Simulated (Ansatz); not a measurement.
**ReO3-type OsCl₃**

Computed with Ansatz (plane waves, PAW, 420 eV cutoff): PBE+U (U_eff = 2 eV on Os 5d), scalar-relativistic, collinear spin, Γ-centred 6×6×6 mesh, 0.05 eV Gaussian smearing; PAW files: Ansatz's generated set soft_2.

```xyz
4
Lattice="4.8190 0.0000 0.0000 0.0000 4.8190 0.0000 0.0000 0.0000 4.8190" Properties=species:S:1:pos:R:3 pbc="T T T"
Os    0.0000    0.0000    0.0000
Cl    2.4095    0.0000    0.0000
Cl    0.0000    0.0000    2.4095
Cl    0.0000    2.4095    0.0000
```

The structure was built from a prototype; whether the compound forms in it isn't claimed. The ideal cubic cell shuts out tilts of the octahedra, which such structures often take.

Magnetic state: ferromagnetic, site spin moments Os 1.69; Cl 0.12, 0.13 μB.

The geometry was relaxed with PBE+U and stays fixed; the gap of the first row includes a band path, the others are on their meshes. A negative pressure means that the level wants a smaller cell.

```
                        level  k-mesh  gap (eV)  P (GPa)  largest spin moment (μB)
PBE+U (U_eff = 2 eV on Os 5d)   6×6×6     metal      0.0                      1.69
```

Question: And under PBE+U (U_eff = 6 eV on Os 5d) (6×6×6): gap, the largest spin moment, pressure?

Answer: Gap zero (metallic), pressure 5.6 GPa, largest spin moment 2.25 μB.

**Why the levels differ.**

From U = 2 to 6 eV on Os the pressure goes from 0.0 to 5.6 GPa, the crystal stays metallic, and the largest spin moment goes from 1.69 to 2.25 μB. A larger U localises the open shell and takes it out of the bonding, so the cell wants to grow.

No row holds spin–orbit coupling, which matters for elements this heavy.

Open d and f shells can converge to several self-consistent states; this is the one that the run reached.

Pressures are a third of the stress tensor's trace.
